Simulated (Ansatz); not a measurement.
# BiAu in the rocksalt structure

Method: PBEsol, scalar-relativistic; no spin polarisation; PAW, 420 eV, 10×10×10 k-mesh, Gaussian smearing of 0.05 eV; code Ansatz; PAW files: Ansatz's generated set soft_2.

```cif
data_structure
_symmetry_space_group_name_H-M 'P 1'
_symmetry_Int_Tables_number 1
_cell_length_a 4.1240
_cell_length_b 4.1240
_cell_length_c 4.1240
_cell_angle_alpha 60.000
_cell_angle_beta 60.000
_cell_angle_gamma 60.000
_cell_volume 49.59
loop_
_atom_site_label
_atom_site_type_symbol
_atom_site_fract_x
_atom_site_fract_y
_atom_site_fract_z
_atom_site_occupancy
Au1 Au 0.50000 0.50000 0.50000 1
Bi1 Bi 0.00000 0.00000 0.00000 1
```

The start was a prototype's sites filled with these elements, not a measured cell.

The cell above was scaled in volume, its shape and atoms being fixed by the lattice's symmetry. Energies are counted from the cell above.

The cell is relaxed to zero pressure at this level.

```tsv
V (Å³/atom)	ΔE (meV/atom)	P from the stress (GPa)
23.805	11.82	3.93
24.301	2.89	1.87
24.797	0.00	0.04
25.293	2.43	-1.58
25.789	9.58	-3.00
```

**Question.** Do the energies and the pressures agree? Compare −ΔE/ΔV between neighbouring points (1 meV/Å³ = 0.1602 GPa) with the mean of their pressures.

**Answer.** 
```
interval (Å³/atom)  −ΔE/ΔV (GPa)  mean P (GPa)
    23.81 to 24.30           2.9           2.9
    24.30 to 24.80           0.9           1.0
    24.80 to 25.29          -0.8          -0.8
    25.29 to 25.79          -2.3          -2.3
```
They differ by 0.02 GPa at most.

**Question.** What do the two routes give for V0, B0 and B0′?

**Answer.** A third-order Birch–Murnaghan fit of the energies: V0 = 24.81 Å³/atom, B0 = 86 GPa, B0′ = 5.2. A polynomial of P in ln V, with B = −dP/d ln V at P = 0: V0 = 24.81 Å³/atom, B0 = 86 GPa, B0′ = 5.2.

B0·V0 = 85.8 GPa × 24.81 Å³ = 13.28 eV/atom sets the scale: near the minimum ΔE ≈ ½ B0 V0 x², with x = V/V0 − 1, and a pressure of 0.9 GPa squeezes the volume by about 1 %. At the ends of the curve: x = −4.0 % predicts 10.9 meV/atom and the run gives 11.8; x = +4.0 % predicts 10.4 meV/atom and the run gives 9.6. The lopsidedness is anharmonic: atoms resist being pushed together more than being pulled apart.

For elements this heavy, spin–orbit coupling would shift levels and gaps; it isn't included here. The run is a metal.
